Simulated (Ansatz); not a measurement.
## KMgH3: computed property card

KMgH$_{3}$:
```cif
data_H3KMg
_chemical_formula_sum 'K1 Mg1 H3'
_space_group_name_H-M_alt 'P 1'
_space_group_IT_number 1
_cell_length_a 3.99958
_cell_length_b 3.99958
_cell_length_c 3.99958
_cell_angle_alpha 90.000
_cell_angle_beta 90.000
_cell_angle_gamma 90.000
loop_
_space_group_symop_operation_xyz
  'x, y, z'
loop_
_atom_site_label
_atom_site_type_symbol
_atom_site_fract_x
_atom_site_fract_y
_atom_site_fract_z
_atom_site_occupancy
K1 K 0.00000 0.00000 0.00000 1
Mg1 Mg 0.50000 0.50000 0.50000 1
H1 H 0.50000 0.00000 0.50000 1
H2 H 0.00000 0.50000 0.50000 1
H3 H 0.50000 0.50000 0.00000 1
```

Space group Pm-3m (No. 221), cubic perovskite; conventional cell a = 3.9996 Å, b = 3.9996 Å, c = 3.9996 Å, α = 90.00°, β = 90.00°, γ = 90.00°.

Method: DFT-HSE06 in the program Ansatz with PAW potentials. Geometry: relaxed at this level of theory. Other levels are named where they apply.

**Cell and energy**

- Volume per atom = 12.80 Å³
- Density = 1.72 g/cm³

**Electronic structure**

* **Band gap**: 3.54 eV (indirect)
* **Valence-band maximum**: at X
* **Conduction-band minimum**: at R
* **Smallest direct gap on the standard path**: 5.82 eV

**Mechanics**

- Bulk modulus (Birch–Murnaghan fit): 36.8 GPa
- Pressure derivative B′: 3.6

**Charges**

* **Bader charges**: K +0.78, Mg +1.64, H -0.81 e

The workflow started from a Materials Project entry (that database holds measured and hypothetical structures alike); the Crystallography Open Database files this formula in space group No. 221, but the cells were not matched. Its standing as an ambient phase is unchecked. The HSE06 relaxation kept the symmetry of its start; its stability against distortions is not shown here. The hybrid was solved on a coarse mesh, the path and, where they were found, the r²SCAN edge points; its band edges are the extreme levels among these.

Potentials: the later of the program's two PAW sets.
